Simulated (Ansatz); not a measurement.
Si$_{3}$N$_{4}$ (space group P6_3/m)

```xyz
14
Lattice="7.6635 0.0000 0.0000 -3.8318 6.6368 0.0000 0.0000 0.0000 2.9265" Properties=species:S:1:pos:R:3 pbc="T T T"
Si    -1.3902     5.4752     2.1949
Si     5.2220     1.1616     0.7316
Si     2.2267     1.5336     0.7316
Si     1.6051     5.1032     2.1949
Si    -0.2148     2.6952     2.1949
Si     4.0466     3.9416     0.7316
N      0.0000     4.4245     2.1949
N      3.8318     2.2123     0.7316
N      4.8598     4.4466     2.1949
N     -1.0281     2.1902     0.7316
N     -1.4210     6.4321     0.7316
N      5.2527     0.2048     2.1949
N      1.3827     1.9854     2.1949
N      2.4491     4.6514     0.7316
```

Equation-of-state scan: isotropic scaling of the cell above, V₀ being its volume. The atoms relax within the cell's symmetry.

Calculation: PBE (plane waves to 420 eV, PAW, scalar-relativistic; Ansatz, a program for electronic structure). k mesh 4×4×9 (Γ-centred), Fermi-Dirac smearing 0.05 eV. E stands for the smeared free energy. Stress and pressure are positive under compression. With the shape held, the modulus is that of even scaling; a crystal free to change shape is softer. Si3N4 was relaxed with its symmetry unable to fall. The zero of ΔE is the relaxed starting cell.

```json
[
 {"V (Å³/atom)": "9.569", "ΔE (meV/atom)": "91.6"},
 {"V (Å³/atom)": "9.781", "ΔE (meV/atom)": "56.7"},
 {"V (Å³/atom)": "9.994", "ΔE (meV/atom)": "30.8"},
 {"V (Å³/atom)": "10.207", "ΔE (meV/atom)": "13.2"},
 {"V (Å³/atom)": "10.419", "ΔE (meV/atom)": "3.2"},
 {"V (Å³/atom)": "10.632", "ΔE (meV/atom)": "0.0"},
 {"V (Å³/atom)": "10.845", "ΔE (meV/atom)": "3.0"},
 {"V (Å³/atom)": "11.057", "ΔE (meV/atom)": "11.7"},
 {"V (Å³/atom)": "11.270", "ΔE (meV/atom)": "25.4"},
 {"V (Å³/atom)": "11.483", "ΔE (meV/atom)": "withheld"},
 {"V (Å³/atom)": "11.695", "ΔE (meV/atom)": "66.4"}
]
```

Problem. Fit a third-order Birch-Murnaghan form (E₀, V₀, B₀, B₀′ free) to the given rows and predict ΔE at V = 11.483.

Solution. Least squares on the 10 given rows: ΔE = E₀ + (9V₀B₀/16)·y²·[2 + (B₀′ − 4)y], y = (V₀/V)^(2/3) − 1, with V₀ = 10.632 Å³/atom, B₀ = 233.4 GPa (160.2 GPa = 1 eV/Å³; the term in eV is multiplied by 1000), B₀′ = 3.83, E₀ = 0.01 meV/atom; root-mean-square residual 0.04 meV/atom. At 11.483 the fit gives 43.8 meV/atom; the calculation gives 43.8 meV/atom, the same to the digits shown. For the pressure the fit gives -15.5 GPa against the computed -15.5 GPa.

(A scan under strain: stresses follow from slopes of the energy per volume, elastic moduli from its curvatures.)
